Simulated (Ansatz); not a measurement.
Relax this structure to zero stress and force, keeping its symmetry:

```cif
data_structure
_symmetry_space_group_name_H-M 'P 1'
_symmetry_Int_Tables_number 1
_cell_length_a 2.5454
_cell_length_b 2.5454
_cell_length_c 9.6612
_cell_angle_alpha 90.000
_cell_angle_beta 90.000
_cell_angle_gamma 120.000
_cell_volume 54.21
loop_
_atom_site_label
_atom_site_type_symbol
_atom_site_fract_x
_atom_site_fract_y
_atom_site_fract_z
_atom_site_occupancy
B1 B 0.00000 0.00000 0.40975 1
B2 B 0.00000 0.00000 0.59025 1
B3 B 0.66667 0.33333 0.02942 1
B4 B 0.33333 0.66667 0.97058 1
O1 O 0.66667 0.33333 0.35233 1
O2 O 0.33333 0.66667 0.64767 1
```

Computed with DFT PBE, scalar-relativistic, plane waves, PAW (Ansatz 0.2.0).

Cutoff 420 eV; k points 18×18×4 on the computed 6-atom cell (Γ-centred); Gaussian smearing, width 0.10 eV; no spin polarisation.

Q: What does it relax to?

A: The volume rises by 1.77 Å³/atom to 10.80 Å³/atom, and the energy falls by 9.0 meV/atom. Final structure:
```yaml
crystal:
  lattice:
    - [2.56454, 0.00000, 0.00000]
    - [-1.28227, 2.22096, 0.00000]
    - [0.00000, 0.00000, 11.37972]
  atoms:
    - { symbol: B, position: [0.00000, 0.00000, 0.42326] }
    - { symbol: B, position: [0.00000, 0.00000, 0.57674] }
    - { symbol: B, position: [0.66667, 0.33333, 0.02327] }
    - { symbol: B, position: [0.33333, 0.66667, 0.97673] }
    - { symbol: O, position: [0.66667, 0.33333, 0.37450] }
    - { symbol: O, position: [0.33333, 0.66667, 0.62550] }
```

The cell holds layers, and where no dispersion correction was added their binding is poorly described. Spin polarisation was left out, and a magnetic state may lie lower.

Cost: 1 run of about 6.4 core-minutes, on Arm Neoverse V1 (shared hosts).